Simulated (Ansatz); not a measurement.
**In on a B site in Eu2BBrN2, calculated**

Computed with the plane-wave PAW code Ansatz (scalar-relativistic, PAW set soft_2): r2SCAN, collinear spin, 500 eV cutoff, k-mesh 3×3×3.

The relaxed host crystal (Kohn–Sham gap 0.13 eV on this mesh):

```yaml
crystal:
  lattice:
    - [2.01281, 1.16209, 8.86979]
    - [-2.01281, 1.16209, 8.86979]
    - [0.00000, -2.32419, 8.86979]
  atoms:
    - { symbol: B, position: [0.50000, 0.50000, 0.50000] }
    - { symbol: Br, position: [0.00000, 0.00000, 0.00000] }
    - { symbol: Eu, position: [0.24871, 0.24871, 0.24871] }
    - { symbol: Eu, position: [0.75129, 0.75129, 0.75129] }
    - { symbol: N, position: [0.44954, 0.44954, 0.44954] }
    - { symbol: N, position: [0.55046, 0.55046, 0.55046] }
```

Supercell of 24 atoms, rows of the matrix [[-2,2,0],[-2,0,2],[-1,1,1]] times the cell vectors; In on a B site at (0.500, 0.500, 0.500) in fractions of the cell above. Atoms are relaxed at the host's cell, from a start shaken by 0.03 Å near the defect. The cell loses 1 of its 4 B, so this is a heavily doped crystal.

Problem. How does the lattice relax around the defect?

Solution. Nearest atoms to the In atom: in the perfect crystal N 1.34 Å, N 1.34 Å; relaxed N 1.98 Å, N 1.98 Å.

```
charge  moment of the cell (μB)  moment on In (μB)  gap of the cell on the mesh (eV)
     0                    56.00               0.02                              0.03
```

Formation energy of the neutral defect: 4.33 eV, taking atoms from and to the elements' standard states (no corrections for gases), so it belongs to those chemical potentials alone.

Relaxed cell at charge 0:

```
Eu2BBrN2 In_B charge 0
1.0
    -8.0512    0.0000    0.0000
    -4.0256   -6.9726    0.0000
    -4.0256   -2.3242    8.8698
In B Br Eu N
1 3 4 8 8
Direct
  0.9994 0.0003 0.5000
  0.4997 0.0001 0.5000
  0.9997 0.5000 0.5001
  0.4997 0.5000 0.5000
  0.4997 0.5001 0.0000
  0.9997 0.5001 0.0000
  0.4997 0.0000 0.0000
  0.9997 0.0000 0.0000
  0.2521 0.2524 0.7429
  0.7451 0.2520 0.7572
  0.2517 0.7456 0.7571
  0.7451 0.7455 0.7571
  0.7473 0.7477 0.2571
  0.2542 0.7481 0.2430
  0.7477 0.2546 0.2429
  0.2542 0.2546 0.2429
  0.0740 0.0743 0.2772
  0.5499 0.0515 0.3483
  0.0511 0.5502 0.3483
  0.5499 0.5502 0.3483
  0.9254 0.9258 0.7229
  0.4496 0.9486 0.6517
  0.9482 0.4499 0.6518
  0.4496 0.4499 0.6517
```

Caveats: 4f shell without a U, which puts 4f levels too near the Fermi level; open f or d shells may hold a state above the lowest; small supercell, so energies and levels can be off by tenths of an eV; one random start near the defect, so other minima are possible.
